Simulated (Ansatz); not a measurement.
AlN (wurtzite)

```yaml
crystal:
  lattice:
    - [6.26060, 0.00000, 0.00000]
    - [-1.56515, 2.71092, 0.00000]
    - [0.00000, 0.00000, 5.01801]
  atoms:
    - { symbol: Al, position: [0.33333, 0.33333, 0.00337] }
    - { symbol: Al, position: [0.83333, 0.33333, 0.00337] }
    - { symbol: Al, position: [0.16667, 0.66667, 0.50337] }
    - { symbol: Al, position: [0.66667, 0.66667, 0.50337] }
    - { symbol: N, position: [0.33333, 0.33333, 0.62183] }
    - { symbol: N, position: [0.83333, 0.33333, 0.62183] }
    - { symbol: N, position: [0.16667, 0.66667, 0.12183] }
    - { symbol: N, position: [0.66667, 0.66667, 0.12183] }
```

A phonon eigenvector at M = (0.5, 0.0, 0.0) is frozen into this cell: atom i moves by Q times the vector below, so Q is the largest atomic displacement, in Å. The cell is held. (q is in reciprocal vectors of the primitive cell; the cell shown is doubled to hold the pattern.)

| atom | x | y | z |
|---|---|---|---|
| Al1 | -0.218 | -0.126 | -0.153 |
| Al2 | 0.218 | 0.126 | 0.153 |
| Al3 | 0.218 | 0.126 | -0.153 |
| Al4 | -0.218 | -0.126 | 0.153 |
| N5 | 0.859 | 0.496 | 0.124 |
| N6 | -0.859 | -0.496 | -0.124 |
| N7 | -0.859 | -0.496 | 0.124 |
| N8 | 0.859 | 0.496 | -0.124 |

All values below come from PBE (plane waves to 420 eV, PAW, scalar-relativistic; Ansatz, an electronic-structure program). k mesh 6×12×7 (Γ-centred), Fermi-Dirac smearing 0.05 eV. AlN was relaxed with its symmetry unable to fall. 

```csv
Q (Å),−dE/dQ from forces (eV/Å)
-0.180,23.502
-0.150,19.127
-0.120,15.008
-0.090,11.087
-0.060,7.312
-0.030,3.632
0.000,0.000
0.030,-3.632
0.060,-7.312
0.090,-11.087
0.120,-15.008
0.150,-19.127
0.180,-23.502
```

**Question.** What harmonic wavenumber does the curvature at Q = 0 give?

**Answer.** 709 cm⁻¹. E″ = 120.82 eV/Å², M = Σ mᵢ|uᵢ|² = 65.4 u, ν̃ = 521.5·√(|E″|/M).

(For displaced atoms, the force is minus the slope of the energy, and its curvature is a force constant, which sets phonon frequencies.)
